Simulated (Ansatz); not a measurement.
# Is this In3GaAs4 structure a true minimum?

It was reached by relaxing an invented guess, and it needn't be the stable form of this composition.

Computed with DFT PBE, scalar-relativistic, plane waves, PAW (Ansatz). Settings: cutoff 420 eV, Γ-centred mesh 12×12×4 on the computed 8-atom cell, Gaussian smearing of 0.10 eV; no spin polarisation.

The cell below (8 atoms, space group P3m1 (No. 156)) is relaxed within its symmetry.

```
In Ga As
1.0
     4.28798    0.00000    0.00000
    -2.14399    3.71350    0.00000
     0.00000    0.00000   14.13596
In Ga As
3 1 4
Cartesian
  0.0000 0.0000 3.5415
  2.1440 1.2378 14.0583
  2.1440 1.2378 7.1628
  0.0000 0.0000 10.6125
  0.0000 0.0000 6.2172
  0.0000 0.0000 13.1160
  2.1440 1.2378 2.5985
  2.1440 1.2378 9.8531
```

For the test it was strained at random (σ = 1.5 % a component), the atoms were moved at random (σ = 0.15 Å), and all was relaxed again on a coarse 6×6×2 mesh (in the run’s order of axes) with 0.20 eV smearing, with no symmetry imposed.

Question: Is the structure stable against such a distortion?

Answer: It returns, within 1 meV/atom of the unmoved cell on that mesh and with the same symmetry when read at 0.1 Å. So it is stable against the distortions that fit this cell and that this random move excites. Modes that don't fit the cell aren't tested.
